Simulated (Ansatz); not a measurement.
Here is an unrelaxed guess for LiSi₄.

Space group Cmmm (No. 65). a = 3.457 Å, b = 11.333 Å, c = 3.596 Å, α = 90.00°, β = 90.00°, γ = 90.00°
| atom | site | symmetry | x | y | z |
| --- | --- | --- | --- | --- | --- |
| Li | 2b | mmm | 0.5000 | 0.0000 | 0.0000 |
| Si | 4j | m2m | 0.0000 | 0.9060 | 0.5000 |
| Si | 4i | m2m | 0.0000 | 0.8050 | 0.0000 |

Level of theory: DFT PBE, scalar-relativistic, plane waves, PAW (Ansatz). Settings: cutoff 420 eV, Γ-centred mesh 6×6×6 on the computed 5-atom cell, Gaussian smearing of 0.10 eV; no spin polarisation.

The zero of energy is the elements' standard structures at the same level; no fitted shifts are applied.

Task: What does a single point on this coarse mesh give?

Result: The pressure is 37.2 GPa (the mean over three directions, positive in compression), the largest force is 0.83 eV/Å, and the energy is +0.54 eV/atom against the elements. The shortest distance is 2.13 Å.

Task: How much does it gain on relaxing, and where does it end?

Result: Relaxing gains about 0.42 eV/atom (the start's value is from the coarse mesh, so the gain is rough) in 12 ionic steps and ends at +0.12 eV/atom on the finer mesh. The symmetry stays Cmmm (No. 65). The volume per atom grows by 32.0 %, from 14.1 to 18.6 Å³. The shortest distance goes from 2.13 Å (Si–Si) to 2.28 Å (Si–Si). Conventional cell: a = 3.824 Å, b = 12.776 Å, c = 3.807 Å. Li is surrounded by 8 Si at 2.93 Å and 4 Si at 3.13 Å; Si on its first site is surrounded by 3 Si at 2.28–2.32 Å and 4 Li at 2.93 Å; around Si on its second site lie 4 Si at 2.32–2.39 Å and 2 Li at 3.13 Å.

The last run used a 10×10×10 mesh for its 5-atom cell and Gaussian smearing of 0.10 eV. The cell is a metal run without spin; a magnetic state may lie lower. The relaxation can't lower the symmetry of the start. Symmetry constrained the relaxation, so the result can be a saddle point.
